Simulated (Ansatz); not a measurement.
What DFT gives for RbSb$_{3}$Os$_{4}$

```
Rb Os Sb
1.0
     4.37442    0.00000    0.00000
    -2.18721    3.78836    0.00000
    -2.18721    1.26279   12.03799
Rb Os Sb
1 4 3
Direct
  0.50000 0.50000 0.50000
  0.08647 0.91353 0.25941
  0.91353 0.08647 0.74059
  0.30242 0.69758 0.90726
  0.69758 0.30242 0.09274
  0.23100 0.76900 0.69300
  0.76900 0.23100 0.30700
  0.00000 0.00000 0.00000
```

Single point in Ansatz 0.2.0 with r2SCAN, no spin polarisation. Cutoff 500 eV, PAW datasets, 8×8×8 Γ-centred k mesh, fermi-dirac filling (width 0.1 eV).

Question: Which atom feels the largest force, and which way?

Answer: The largest is on Os2 (and as large on other atoms): 2.47 eV/Å, components (0.00, 0.00, -2.47). It makes 103° with the line to a nearest neighbour, Sb7 at 2.59 Å.

Question: What do density and ELF say about some of the short contacts?

Answer: Os–Sb at 2.58 Å: least valence density 0.56 e/Å³ and ELF 0.50 there. Rb–Sb at 3.43 Å: least valence density 0.09 e/Å³ and ELF 0.06 there. Rb–Os at 3.84 Å: least valence density 0.06 e/Å³ and ELF 0.05 there. Both are smooth PAW fields, read partly inside the augmentation spheres.

Question: Is there a gap?

Answer: It is a metal, with about 6.8 states/eV a cell as the mean within 0.25 eV of the Fermi level, mostly Os d (80 %).

Question: Is the cell too large or too small?

Answer: The pressure is -8.6 GPa (compression positive), so with the atoms held at these fractions the cell would first shrink; the forces are large, so a full relaxation may end otherwise. The principal stresses -9.5, -9.5, -7.0 GPa differ, so its shape would change too.

Question: What is the formation energy?

Answer: 0.91 eV an atom against the elements' usual phases (free molecules for gases, crystals otherwise, with no correction for O₂ or N₂), so at this geometry it isn't bound against them. Relaxing would lower it.

Origin: a known structure type with other elements, at an estimated volume, so it need not be a known compound. Caveats: atoms or cell far from equilibrium.
